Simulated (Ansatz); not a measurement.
TlBr:
```yaml
crystal:
  lattice:
    - [3.98015, 0.00000, 0.00000]
    - [0.00000, 3.98015, 0.00000]
    - [0.00000, 0.00000, 3.98015]
  atoms:
    - { symbol: Tl, position: [0.00000, 0.00000, 0.00000] }
    - { symbol: Br, position: [0.50000, 0.50000, 0.50000] }
```

Relaxed with PBE+D3(BJ). Special points in fractions of this cell's reciprocal vectors: Γ (0.000, 0.000, 0.000); X (0.000, 0.500, 0.000); M (0.500, 0.500, 0.000); R (0.500, 0.500, 0.500).

List the band energies nearest the valence-band maximum at these points for the program Ansatz at the PBE+D3(BJ) level (PAW).

In eV from the valence-band maximum; about four levels below and three above (degenerate sets whole), none deeper than 8.9 eV; points with the same levels are listed once.

```tsv
k	below	above
Γ	-4.64 -1.31 -1.31 -1.31	7.01 7.01 7.23 7.23 7.23
X	-5.53 -0.81 -0.81 0.00	1.86 5.76 5.76
M	-3.74 -2.93 -2.93 -0.72	4.87 4.87 7.38
R	-2.75 -1.93 -1.93 -1.93	2.14 2.14 2.14
```

Space group Pm-3m (CsCl type). The cell was relaxed with PBE+D3(BJ) under the symmetry of its start; phonons on a q-mesh show no instability. Scalar-relativistic: spin–orbit coupling is off unless named, which matters more the heavier the elements.

Potentials: the later of the program's two PAW sets.
